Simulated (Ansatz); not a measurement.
Relaxing an invented Si8N structure

These are results of Ansatz 0.2.0, DFT PBE, scalar-relativistic, plane waves, PAW, not measurements. Cutoff 420 eV, Gaussian smearing, Γ-centred meshes. Cell and atoms relax first on a coarse mesh and then on a finer one. In between, the cell is made exact in the group found at 0.06 Å. In metals the finer mesh still leaves noise of several meV/atom or more. The steps can't lower the symmetry of their start. No spin polarisation in the relaxation; trial moments died out in a coarse test.

Recipe of this trial structure of Si8N: random cell by space group and Wyckoff sites (P4/mmm, No. 123). The dimensions are guesses.

```cif
data_structure
_symmetry_space_group_name_H-M 'P 1'
_symmetry_Int_Tables_number 1
_cell_length_a 4.4881
_cell_length_b 4.4881
_cell_length_c 5.4646
_cell_angle_alpha 90.000
_cell_angle_beta 90.000
_cell_angle_gamma 90.000
_cell_volume 110.07
loop_
_atom_site_label
_atom_site_type_symbol
_atom_site_fract_x
_atom_site_fract_y
_atom_site_fract_z
_atom_site_occupancy
Si1 Si 0.22717 0.50000 0.50000 1
Si2 Si 0.77283 0.50000 0.50000 1
Si3 Si 0.50000 0.22717 0.50000 1
Si4 Si 0.50000 0.77283 0.50000 1
Si5 Si 0.70054 0.00000 0.00000 1
Si6 Si 0.29946 0.00000 0.00000 1
Si7 Si 0.00000 0.70054 0.00000 1
Si8 Si 0.00000 0.29946 0.00000 1
N1 N 0.50000 0.50000 0.50000 1
```

Energies over the elements count from the elements' standard structures at the same level (N₂ as a molecule), with no fitted energy shifts.

Question: Which structure results?

Answer: The symmetry stays P4/mmm (No. 123). The volume per atom grows by 25.0 %, from 12.2 to 15.3 Å³. The shortest distance goes from 1.22 Å (Si–N) to 1.90 Å (Si–N). The ratio c/a of the conventional cell changes by a factor of 0.42. The energy falls by about 7.2 eV/atom (the start's value is from the coarse mesh). Conventional cell: a = 6.436 Å, c = 3.321 Å. Around Si on its first site lie 1 N at 1.90 Å and 7 Si at 2.57–2.69 Å; Si on its second site has 6 Si at 2.49–2.57 Å and 1 Si at 2.91 Å; N has 4 Si at 1.90 Å.

```
Si N
1.0
     6.43626    0.00000    0.00000
     0.00000    6.43626    0.00000
     0.00000    0.00000    3.32138
Si N
8 1
Direct
  0.20422 0.50000 0.50000
  0.79578 0.50000 0.50000
  0.50000 0.20422 0.50000
  0.50000 0.79578 0.50000
  0.72616 0.00000 0.00000
  0.27384 0.00000 0.00000
  0.00000 0.72616 0.00000
  0.00000 0.27384 0.00000
  0.50000 0.50000 0.50000
```

Question: Give its energy and gap.

Answer: The energy over the elements is +0.51 eV/atom. The gap on the 6×6×12 mesh of the 9-atom cell is 0 eV (a metal).

It can't be a ground state, since the elements alone are lower.

The last run used Gaussian smearing of 0.10 eV. A structure relaxed within its symmetry needn't be a true minimum. In all, the 4 runs took 5.2 min on 1 thread of Arm Neoverse V1 (shared host).
